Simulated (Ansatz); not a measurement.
Input:

Ga$_{2}$O$_{3}$ (corundum)

```xyz
10
Lattice="2.5288 1.4600 4.5411 -2.5288 1.4600 4.5411 0.0000 -2.9201 4.5411" Properties=species:S:1:pos:R:3 pbc="T T T"
Ga     0.0000     0.0000     4.8477
Ga     0.0000     0.0000     1.9639
Ga     0.0000     0.0000     8.7754
Ga     0.0000     0.0000    11.6593
O     -0.9957     1.4600     7.9468
O     -0.7666    -1.5923     7.9468
O      1.7623     0.1323     7.9468
O      0.9957    -1.4600     5.6763
O      0.7666     1.5923     5.6763
O     -1.7623    -0.1323     5.6763
```

A phonon eigenvector at Γ is frozen into this cell: atom i moves by Q times the vector below, so Q is the largest atomic displacement, in Å. The cell is held. It is one choice among 2 degenerate patterns.

| atom | x | y | z |
|---|---|---|---|
| Ga1 | -0.052 | 0.171 | 0.000 |
| Ga2 | 0.052 | 0.171 | 0.000 |
| Ga3 | -0.052 | 0.171 | 0.000 |
| Ga4 | 0.052 | 0.171 | 0.000 |
| O5 | 0.000 | -0.427 | 0.904 |
| O6 | 0.060 | -0.531 | -0.452 |
| O7 | -0.060 | -0.531 | -0.452 |
| O8 | 0.000 | -0.427 | 0.904 |
| O9 | 0.060 | -0.531 | -0.452 |
| O10 | -0.060 | -0.531 | -0.452 |

The numbers are results of PBE (plane waves to 420 eV, PAW, scalar-relativistic; Ansatz, a first-principles code), not measurements. k mesh 8×8×8 (Γ-centred), Fermi-Dirac smearing 0.05 eV. Energies are smeared free energies. Ga2O3 was relaxed with its symmetry unable to fall. The zero of ΔE is the undisplaced structure.

The scan covers Q from -0.180 to 0.180 Å in 13 points.

Is the energy the same for equal positive and negative displacements?

Even: the same for both signs.

Which space group does the distorted structure have?

Cc (No. 9), lowered from R-3c.

What is the energy change at Q = 0.180 Å?

829 meV/cell.

What harmonic wavenumber does the curvature at Q = 0 give?

429 cm⁻¹.

(A displaced cell: forces are minus the slopes of the energy, force constants its curvatures, and phonons follow from these.)
